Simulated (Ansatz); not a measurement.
Start of a relaxation, 1 CH3Cl a cell, upright, over a bridge Hf-Hf site (Hf, P6_3/mmc (No. 194), (1 0 0) face):

```
CELL_PARAMETERS angstrom
6.33970 0.00000 0.00000
0.00000 5.01970 0.00000
0.00000 0.00000 26.55320
ATOMIC_POSITIONS crystal
Hf 0.50000 0.75000 0.30128
Hf 0.00000 0.75000 0.30128
Hf 0.75000 0.25000 0.33574
Hf 0.25000 0.25000 0.33574
Hf 0.75000 0.75000 0.40467
Hf 0.25000 0.75000 0.40467
Hf 0.00000 0.25000 0.44033
Hf 0.50000 0.25000 0.44033
Hf 0.00000 0.75000 0.50643
Hf 0.50000 0.75000 0.50643
Hf 0.25000 0.25000 0.53924
Hf 0.75000 0.25000 0.53924
C 0.87500 0.00000 0.71617
Cl 0.87500 0.00000 0.64921
H 0.77520 0.83408 0.73010
H 0.03867 0.97380 0.73010
H 0.81113 0.19212 0.73010
```

All numbers below come from DFT PBE+D3(BJ), scalar-relativistic, plane waves, PAW (Ansatz 0.2.0). Cutoff 420 eV; k points 3×4×1 on the computed 17-atom cell (Γ-centred); Gaussian smearing, width 0.10 eV; no spin polarisation. The cell repeats along c with a dipole correction in the vacuum.

Atoms 1, 2, 3, 4, 5, 6 (counted from 1) are held. The cell is fixed. Force threshold 0.04 eV/Å.

```tsv
step	E − E_final (eV)	largest force (eV/Å)
1	0.804	1.158
2	0.748	0.630
3	0.707	0.181
4	0.643	0.144
5	0.560	0.267
6	0.464	0.393
7	0.370	0.426
8	0.288	0.423
9	0.232	0.303
10	0.191	0.116
11	0.162	0.109
12	0.142	0.109
13	0.122	0.127
14	0.104	0.104
15	0.086	0.097
16	0.070	0.116
17	0.054	0.180
18	0.040	0.237
19	0.031	0.207
20	0.025	0.233
21	0.021	0.196
22	0.019	0.120
23	0.018	0.100
24	0.016	0.137
25	0.017	0.288
26	0.016	0.069
27	0.013	0.106
28	0.012	0.168
29	0.010	0.107
30	0.007	0.109
```

Question: What is the final structure?

Answer:
```
CELL_PARAMETERS angstrom
6.33970 0.00000 0.00000
0.00000 5.01970 0.00000
0.00000 0.00000 26.55320
ATOMIC_POSITIONS crystal
Hf 0.50000 0.75000 0.30128
Hf 0.00000 0.75000 0.30128
Hf 0.75000 0.25000 0.33574
Hf 0.25000 0.25000 0.33574
Hf 0.75000 0.75000 0.40467
Hf 0.25000 0.75000 0.40467
Hf 0.00002 0.25327 0.44030
Hf 0.49999 0.25031 0.43960
Hf 0.00003 0.75313 0.50524
Hf 0.49996 0.75056 0.50781
Hf 0.25501 0.25033 0.53999
Hf 0.74502 0.25013 0.53998
C 0.99866 0.51927 0.66237
Cl 0.99982 0.20564 0.61859
H 0.99414 0.44379 0.70102
H 0.14449 0.62310 0.65237
H 0.85686 0.62703 0.65072
```

The end is the local minimum or symmetric point that this start leads to. The slab is only 6.4 Å thick, so the energy isn't converged with thickness.

Spin–orbit coupling is left out, which can shift energies with elements as heavy as these.

Cost: 1 run of about 100 core-minutes, on Intel Xeon Platinum 8259CL (Skylake/Cascade Lake) (shared hosts).